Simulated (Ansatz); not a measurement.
Relaxed candidate structures of WSe₂:

A. P-62m (No. 189), hP9; a = 7.3383 Å, b = 7.3383 Å, c = 3.2482 Å, α = 90.00°, β = 90.00°, γ = 120.00°; Se 3f (0.278, 0.278, 0.000); Se 3g (0.610, 0.610, 0.500); W 1b (0.000, 0.000, 0.500); W 2c (0.333, 0.667, 0.000); non-magnetic

B. Pa-3 (No. 205), cP12; a = b = c = 6.1714 Å, α = β = γ = 90.00°; W 4a (0.000, 0.000, 0.000); Se 8c (0.361, 0.361, 0.361); ferromagnetic

C. Fd-3m, origin choice 1 (No. 227), cF48, AFLOW prototype AB2_cF48_227_c_e (as in Ti2C); a = b = c = 9.766 Å, α = β = γ = 90.00°; W 16d (0.625, 0.625, 0.625); Se 32e (0.365, 0.365, 0.365); non-magnetic

D. P6₃/mmc (No. 194), hP6, AFLOW prototype AB2_hP6_194_c_f (C7, as in MoS2); a = b = 3.2711 Å, c = 13.2224 Å, α = β = 90.00°, γ = 120.00°; W 2c (0.333, 0.667, 0.250); Se 4f (0.667, 0.333, 0.123); non-magnetic

E. Fm-3m (No. 225), cF12, AFLOW prototype AB2_cF12_225_a_c (C1, as in CaF2); a = b = c = 6.168 Å, α = β = γ = 90.00°; W 4a (0.000, 0.000, 0.000); Se 8c (0.250, 0.250, 0.250); ferromagnetic

Problem. Rank these by energy per atom (lowest first), as PBEsol (plane waves to 420 eV, PAW, scalar-relativistic; Ansatz, an electronic-structure program) gives it.

Solution. D (reference, the lowest of the structures calculated here), C (+0.39 eV/atom), B (+0.65 eV/atom), E (+0.76 eV/atom), A (+0.79 eV/atom)

Problem. Which candidates are metallic at this level, and what gaps do the others have?

Solution. No gap: A, B, C, E. D: 1.02 eV (no spin-orbit coupling).

 2 generated cells of layers, chains or molecules, poorly bound without dispersion, are left out. Each run could gain symmetry but not lose that of its start, so entries can be saddle points. From databases, or of a type measured for this composition: P6₃/mmc, hP6, AFLOW prototype AB2_hP6_194_c_f (C7, as in MoS2), non-magnetic; the others are generated cells (placed on structure types, drawn at random, substituted or restacked) that were not matched to a known phase here. Each structure is listed in the lowest spin state found for it. Energies are at zero temperature and pressure, without zero-point motion. Spin states reached: non-magnetic, ferromagnetic; non-magnetic ones ran without spin or lost their moments; spin orders were not searched systematically. Without a van der Waals term the distances between weakly bound units are poorly fixed. Without spin-orbit coupling the bands of the heavy element are not split, so the gap can be far off.
